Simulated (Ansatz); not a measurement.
Cl:
```xyz
4
Lattice="3.9933 -2.1467 0.0000 3.9933 2.1467 0.0000 0.0000 0.0000 8.3355" Properties=species:S:1:pos:R:3 pbc="T T T"
Cl     3.9933    -1.6592     5.0557
Cl     3.9933     1.6592     3.2798
Cl     3.9933    -0.4875     0.8880
Cl     3.9933     0.4875     7.4476
```

Relaxed with PBE. Special points in fractions of this cell's reciprocal vectors: Γ (0.000, 0.000, 0.000); Y (0.500, 0.500, 0.000); F0 (0.322, 0.678, 0.000); Δ0 (-0.322, 0.322, 0.000); Z (0.000, 0.000, 0.500); B0 (-0.322, 0.322, 0.500); G0 (0.322, 0.678, 0.500); T (0.500, 0.500, 0.500); S (0.000, 0.500, 0.000); R (0.000, 0.500, 0.500).

### Question
List the band energies nearest the valence-band maximum at these points for DFT-PBE in the program Ansatz with PAW potentials.

### Answer
In eV from the valence-band maximum; about four levels below and three above (degenerate sets whole), none deeper than 8.9 eV; points with the same levels are listed once.

| k | below | above |
|---|---|---|
| Γ | -0.80 -0.37 -0.21 0.00 | 2.30 3.04 6.16 |
| Y | -0.85 -0.83 -0.21 -0.04 | 2.36 3.00 8.36 |
| F0 | -0.62 -0.61 -0.34 -0.16 | 2.71 2.94 8.19 |
| Z | -0.60 -0.60 -0.18 -0.18 | 2.62 2.62 6.69 6.69 |
| B0 | -0.38 -0.38 -0.25 -0.25 | 2.71 2.71 8.82 8.82 |
| T | -0.62 -0.62 -0.41 -0.41 | 2.65 2.65 8.98 8.98 |
| S | -0.54 -0.54 -0.32 -0.32 | 2.89 2.89 7.91 7.91 |
| R | -0.37 -0.37 -0.14 -0.14 | 2.69 2.69 8.08 8.08 |

Space group Cmce (molecular I2 type). The cell was relaxed with PBE under the symmetry of its start. The substance is a gas or liquid at ambient conditions; this is its low-temperature solid. The volume lies over 15 % above that of the usual cell of this phase: another minimum, or an error of the functional. A crystal of weakly bound molecules computed without a dispersion correction: the cell and the soft elastic constants depend strongly on that.

Potentials: the later of the program's two PAW sets.
